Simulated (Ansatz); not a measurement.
Which state of MnGa$_{3}$As$_{4}$ comes out lowest in this cell?

System: MnGa$_{3}$As$_{4}$, a test cell of our own (not relaxed); the cell holds 16 atoms.

```xyz
16
Lattice="11.3200 0.0000 0.0000 0.0000 5.6600 0.0000 0.0000 0.0000 5.6600" Properties=species:S:1:pos:R:3 pbc="T T T"
Mn    0.0012    0.0529    0.0455
Ga    0.0188    2.8474    2.7476
Ga    2.8322    0.0698    2.8757
Ga    2.7638    2.8484    0.0014
As    1.4600    1.3970    1.4906
As    1.4275    4.2402    4.2188
As    4.1992    1.4185    4.2295
As    4.2479    4.2669    1.4710
Ga    5.6119    0.0121    5.6557
Mn    5.6848    2.7751    2.8253
Ga    8.4657    5.6567    2.8316
Ga    8.5274    2.8152    5.6231
As    7.0876    1.3528    1.5143
As    7.1241    4.2302    4.2315
As    9.8903    1.3751    4.2162
As    9.8799    4.3486    1.4229
```

Site labels below count the atoms in this order, from 1.

The calculation used DFT, PBE, PAW (an earlier, harder data set), plane waves, scalar-relativistic in Ansatz.

```yaml
plane_wave_cutoff: 1020 eV
k_point_mesh: 1×1×1 (Γ-centred)
occupations: Fermi–Dirac smearing, 0.1 eV
valence_electrons: 276
```

Moments by site are taken inside atomic spheres; the rest lies between them.

One k-point is far from converged for this cell: the case tests the SCF and predicts nothing for the material.

“Lowest” means lowest among the runs made in this cell. No run without spin polarisation was made.

Q: Which state comes out lowest among 6 converged runs with various starts and settings? Give the order and the site moments.

A: Ferromagnetic, site moments Mn1 3.05, Mn10 2.86 μB, total 5.97 μB per cell.
